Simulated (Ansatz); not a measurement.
MgO:
```
CELL_PARAMETERS angstrom
      3.28611     0.00000     0.00000
     -1.64306     2.84586     0.00000
      0.00000     0.00000     5.04395
ATOMIC_POSITIONS crystal
  Mg 0.33333 0.66667 0.00537
  Mg 0.66667 0.33333 0.50537
  O  0.33333 0.66667 0.39923
  O  0.66667 0.33333 0.89923
```

Relaxed with HSE06.

Q: Give the Bader charges and basin volumes of the independent atoms, HSE06 in the plane-wave PAW code Ansatz.

A: 

```csv
atom,Bader charge (e),Bader volume (Å³)
Mg1,+1.72,5.0
O3,-1.72,18.6
```

Space group P6_3mc (wurtzite). The workflow started from a Materials Project entry (that database holds measured and hypothetical structures alike); the Crystallography Open Database copy checked does not list it. It is not the phase usual at ambient conditions (space group No. 225). Symmetry was held in the HSE06 relaxation; its stability against distortions is not shown here.

Potentials: the earlier of the program's two PAW sets. The files were generated under PBE; for other functionals the program regenerates the frozen cores, and for LDA and PBEsol the local potential too.
